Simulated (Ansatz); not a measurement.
# Structure relaxation, Cd

The start is a generated cell, Cd built in the bcc structure type. Cell shape, volume and atoms are optimised at zero target pressure with r2SCAN (plane waves to 500 eV, PAW, scalar-relativistic; Ansatz, an electronic-structure program). The first steps use a coarse 13×13×13 k-mesh.

Starting cell:
```yaml
crystal:
  lattice:
    - [-1.75473, 1.75473, 1.75473]
    - [1.75473, -1.75473, 1.75473]
    - [1.75473, 1.75473, -1.75473]
  atoms:
    - { symbol: Cd, position: [0.00000, 0.00000, 0.00000] }
```

Q: By how much does the energy per atom fall from start to end?

A: Under 0.01 eV/atom.

Q: How does the volume per atom move from start to end?

A: +2.2 %, from 21.61 to 22.08 Å³/atom.

Q: How do the shortest distances between atoms change?

A: The closest pairs of elements (up to four, under 3.6 Å), start → end: Cd–Cd 3.04 → 3.06 Å.

Q: Is the relaxed structure metallic? Give its gap.

A: No gap (metallic).

Q: What does it relax into? Give the structure.

A: 
```cif
data_Cd2
_chemical_formula_sum 'Cd2'
_space_group_name_H-M_alt 'Im-3m'
_space_group_IT_number 229
_space_group_name_Hall '-I 4 2 3'
_cell_length_a 3.53489
_cell_length_b 3.53489
_cell_length_c 3.53489
_cell_angle_alpha 90.000
_cell_angle_beta 90.000
_cell_angle_gamma 90.000
loop_
_atom_site_label
_atom_site_type_symbol
_atom_site_symmetry_multiplicity
_atom_site_Wyckoff_symbol
_atom_site_fract_x
_atom_site_fract_y
_atom_site_fract_z
_atom_site_occupancy
Cd1 Cd 2 a 0.00000 0.00000 0.00000 1
```
(The calculation used a cell of 1 atom; values per cell refer to that cell.)

The space group stays Im-3m (No. 229) (the run could not lower it); the end is bcc (W type), with 1 atom in the primitive cell. Final values are on a 18×18×18 k-mesh of the relaxed cell. No spin polarisation in the result.

The run could not lower the symmetry of its start; a shaken copy of this end point relaxes with r2SCAN to P6₃/mmc (No. 194), 0.09 eV/atom lower.

The relaxed structure here is a generated cell of Cd: the first start was made by placing the elements on the sites of a structure type, and the end was not matched to a known phase here, so it may be hypothetical. Known forms of Cd include space group No. 194.
